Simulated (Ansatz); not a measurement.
# Profile along the Ir–Ir line in Ir (fcc, Cu type)

Ir (fcc, Cu type)

```
CELL_PARAMETERS angstrom
      0.00000     1.93542     1.93542
      1.93542     0.00000     1.93542
      1.93542     1.93542     0.00000
ATOMIC_POSITIONS crystal
  Ir 0.00000 0.00000 0.00000
```

Fields along a shortest Ir–Ir line of a {110} plane (2.74 Å), from Ir to Ir, interpolated on the slice's grid (step about 0.2 Å). Level of theory: PBE (plane waves to 420 eV, PAW, scalar-relativistic; Ansatz, an electronic-structure program). k mesh 21×21×21. Inside the PAW spheres the values are not all-electron values, and peaks at nuclei hang on which shells count as valence. Ir is run without spin polarisation. Ir was relaxed with its symmetry unable to fall. Spin-orbit coupling is left out, though Ir is heavy.

```
distance from Ir (Å)  valence electron density (e/Å³)  electron localisation function
--------------------  -------------------------------  ------------------------------
0.00                                             8.93                               x
0.14                                             9.01                               x
0.27                                             8.80                               x
0.41                                             7.71                               x
0.55                                             5.68                            0.66
0.69                                             3.45                            0.59
0.82                                             1.82                            0.46
0.96                                             0.96                            0.33
1.10                                             0.61                            0.30
1.23                                             0.47                            0.33
1.37                                             0.43                            0.36
1.51                                             0.47                            0.33
1.64                                             0.61                            0.30
1.78                                             0.96                            0.33
1.92                                             1.82                            0.46
2.06                                             3.45                            0.59
2.19                                             5.68                            0.66
2.33                                             7.71                               x
2.47                                             8.80                               x
2.60                                             9.01                               x
2.74                                             8.93                               x
```

x: too close to a nucleus for the ELF to mean much.

Density on the Ir–Ir line (2.74 Å) at its midpoint: 0.43 e/Å³. ELF at that point: 0.36.
